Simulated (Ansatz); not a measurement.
## One geometry of As₂Se, one setting changed: set of potentials

Method: DFT PBEsol, scalar-relativistic, plane waves in Ansatz. The atoms stay where they are, in a cell that isn't relaxed at these levels; pressure is positive in compression.

```
CELL_PARAMETERS angstrom
-3.52942 3.52942 2.65357
3.52942 -3.52942 2.65357
3.52942 3.52942 -2.65357
ATOMIC_POSITIONS crystal
As 0.87500 0.12500 0.75000
As 0.37500 0.12500 0.25000
As 0.87500 0.62500 0.75000
As 0.87500 0.12500 0.25000
Se 0.50000 0.50000 0.00000
Se 0.25000 0.75000 0.50000
```

| Property | Result |
| --- | --- |
| Γ-centred k-mesh | 8×8×8 |
| occupation rule | Gaussian smearing, 0.1 eV |
| spin treatment | unpolarised |

```csv
set of potentials,cutoff (eV),gap on mesh (eV),P (GPa)
PAW (default set),420,metal,-3.5
PAW (harder set),580,metal,-3.5
```

Task: What do the runs give for norm-conserving potentials?

Result: They give:

```csv
set of potentials,cutoff (eV),gap on mesh (eV),P (GPa)
norm-conserving potentials,1170,metal,-3.4
```